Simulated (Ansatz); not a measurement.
**Property card for CsHgBr$_{3}$**

CsHgBr3:
```cif
data_Br3CsHg
_chemical_formula_sum 'Cs1 Hg1 Br3'
_space_group_name_H-M_alt 'Pm-3m'
_space_group_IT_number 221
_space_group_name_Hall '-P 4 2 3'
_cell_length_a 5.53163
_cell_length_b 5.53163
_cell_length_c 5.53163
_cell_angle_alpha 90.000
_cell_angle_beta 90.000
_cell_angle_gamma 90.000
loop_
_atom_site_label
_atom_site_type_symbol
_atom_site_symmetry_multiplicity
_atom_site_Wyckoff_symbol
_atom_site_fract_x
_atom_site_fract_y
_atom_site_fract_z
_atom_site_occupancy
Cs1 Cs 1 a 0.00000 0.00000 0.00000 1
Hg1 Hg 1 b 0.50000 0.50000 0.50000 1
Br1 Br 3 c 0.00000 0.50000 0.50000 1
```

Space group Pm-3m (No. 221), cubic perovskite; conventional cell a = b = c = 5.5316 Å, α = β = γ = 90.00°.

Method: the program Ansatz at the PBEsol level (PAW). Structure relaxed to zero pressure with the same functional. Other levels are named where they apply.

### Cell and energy

| Item | Result |
|---|---|
| Volume per atom | 33.85 Å³ |
| Density | 5.62 g/cm³ |
| Formation energy from the elements (no fitted shifts) | -1.01 eV/atom |

### Electronic structure

| Quantity | Value |
|---|---|
| Electronic character | metallic (no gap) |
| Density of states at the Fermi level | 0.16 states/eV per atom (mean over ±0.08 eV) |
| Gap with spin–orbit coupling | none (metallic) |

### Mechanics

| Quantity | Result |
|---|---|
| Bulk modulus (Birch–Murnaghan fit) | 28.8 GPa |
| Pressure derivative B′ | 5.3 |
| Elastic constants (relaxed ions, GPa) | C11 = 48.4, C12 = 19.2, C44 = 8.1 |
| Mechanical stability | stable (all eigenvalues of C positive) |
| Hill bulk and shear moduli | 28.9 and 10.3 GPa |
| Young's modulus | 27.6 GPa |
| Poisson's ratio | 0.34 |
| Debye temperature from the elastic constants | 140 K |

### Phonons

| Item | Value |
|---|---|
| Highest zone-centre frequency | 150 cm⁻¹ |
| Zone-centre stability | no imaginary mode at Γ |

The workflow started from an entry of the Crystallography Open Database (COD), which files this formula under 2 space groups. Whether it is the stable phase at ambient conditions was not checked. Symmetry was held in the PBEsol relaxation. As this level gives no gap, shear constants depend on the k-mesh and smearing (Fermi–Dirac, 0.1 eV here). As this level gives no gap, phonon frequencies hold no LO–TO term and depend on the k-mesh and smearing (Fermi–Dirac, 0.1 eV here). The references are the lowest solids computed at this level, not always the standard phases. Scalar-relativistic: spin–orbit coupling is off unless named, which matters more the heavier the elements.

Potentials: the later of the program's two PAW sets.
